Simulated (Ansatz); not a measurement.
**BiRu: from a first guess to the relaxed wurtzite type**

First guess:

```yaml
crystal:
  lattice:
    - [4.55586, 0.00000, 0.00000]
    - [-2.27793, 3.94549, 0.00000]
    - [0.00000, 0.00000, 7.42605]
  atoms:
    - { symbol: Ru, position: [0.33333, 0.66667, 0.00000] }
    - { symbol: Ru, position: [0.66667, 0.33333, 0.50000] }
    - { symbol: Bi, position: [0.33333, 0.66667, 0.37600] }
    - { symbol: Bi, position: [0.66667, 0.33333, 0.87600] }
```

The calculation used Ansatz 0.2.0, DFT, PBE, PAW with Ansatz's default frozen-core files, scalar-relativistic.

Cell and atoms relax within the symmetry of the start on a 10×10×6 k mesh with 0.05 eV Fermi–Dirac smearing.

The start is built from a prototype, known or not as a phase of this compound; the cutoff is 420 eV.

Spin–orbit coupling is left out, though it moves levels of the heavy atoms by tenths of an eV or more.

What is the pressure of the first guess?

-8.23 GPa.

What does it relax to?

a = 4.674 Å, b = 4.674 Å, c = 5.463 Å, α = 90.00°, β = 90.00°, γ = 120.00° (conventional cell), 25.83 Å³ per atom:
```
CELL_PARAMETERS angstrom
4.67360 0.00000 0.00000
-2.33680 4.04745 0.00000
0.00000 0.00000 5.46270
ATOMIC_POSITIONS crystal
Ru 0.33333 0.66667 0.93806
Ru 0.66667 0.33333 0.43806
Bi 0.33333 0.66667 0.43794
Bi 0.66667 0.33333 0.93794
```
It has left the symmetry of the starting type.

How much energy does the relaxation release?

267 meV/atom.
